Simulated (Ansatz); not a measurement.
Given:

SbPt:
```cif
data_Pt2Sb2
_chemical_formula_sum 'Pt2 Sb2'
_space_group_name_H-M_alt 'P63/mmc'
_space_group_IT_number 194
_space_group_name_Hall '-P 6c 2c'
_cell_length_a 4.18727
_cell_length_b 4.18727
_cell_length_c 5.51153
_cell_angle_alpha 90.000
_cell_angle_beta 90.000
_cell_angle_gamma 120.000
loop_
_atom_site_label
_atom_site_type_symbol
_atom_site_symmetry_multiplicity
_atom_site_Wyckoff_symbol
_atom_site_fract_x
_atom_site_fract_y
_atom_site_fract_z
_atom_site_occupancy
Pt1 Pt 2 a 0.00000 0.00000 0.00000 1
Sb1 Sb 2 c 0.33333 0.66667 0.25000 1
```

This is the r²SCAN-relaxed structure.

### Question
All from DFT-r²SCAN in the program Ansatz with PAW potentials, unless another level is named. Predict the electronic character.

### Answer
metallic (no gap).

### Question
Give the density of states at the Fermi level.

### Answer
0.43 states/eV per atom (mean over ±0.08 eV).

### Question
Next, the gap with spin–orbit coupling?

### Answer
none (metallic).

Space group P6_3/mmc (NiAs type). The workflow started from an entry of the Crystallography Open Database (COD). Its standing as an ambient phase is unchecked. Symmetry was held in the r²SCAN relaxation; whether a distortion lowers the energy is not shown. No spin polarisation was allowed. Scalar-relativistic: spin–orbit coupling is off unless named, which matters more the heavier the elements.

Potentials: the later of the program's two PAW sets.
